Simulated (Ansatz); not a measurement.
W:
```yaml
crystal:
  lattice:
    - [-1.57976, 1.57976, 1.57976]
    - [1.57976, -1.57976, 1.57976]
    - [1.57976, 1.57976, -1.57976]
  atoms:
    - { symbol: W, position: [0.00000, 0.00000, 0.00000] }
```

Relaxed with PBE+D3(BJ). Special points in fractions of this cell's reciprocal vectors: Γ (0.000, 0.000, 0.000); H (0.500, -0.500, 0.500); N (0.000, 0.000, 0.500); P (0.250, 0.250, 0.250).

### Question
List the band energies nearest the Fermi level at these points for plane-wave PAW PBE+D3(BJ) (Ansatz code).

### Answer
In eV from the Fermi level; about four levels below and three above (degenerate sets whole), none deeper than 8.9 eV; … stands for higher levels left out; points with the same levels are listed once.

| k | below | above |
|---|---|---|
| Γ | -1.24 -1.24 -1.24 | 2.27 2.27 … |
| H | -5.88 -5.88 | 5.21 5.21 5.21 |
| N | -6.31 -3.60 | 0.71 2.17 3.16 |
| P | -2.97 -2.97 -2.97 | 3.33 3.33 6.68 |

Space group Im-3m (bcc (W type)). Symmetry was held in the PBE+D3(BJ) relaxation. No spin polarisation was allowed. The pairwise dispersion correction was not fitted to metals. Scalar-relativistic: spin–orbit coupling is off unless named, which matters more the heavier the elements.

Potentials: the earlier of the program's two PAW sets.
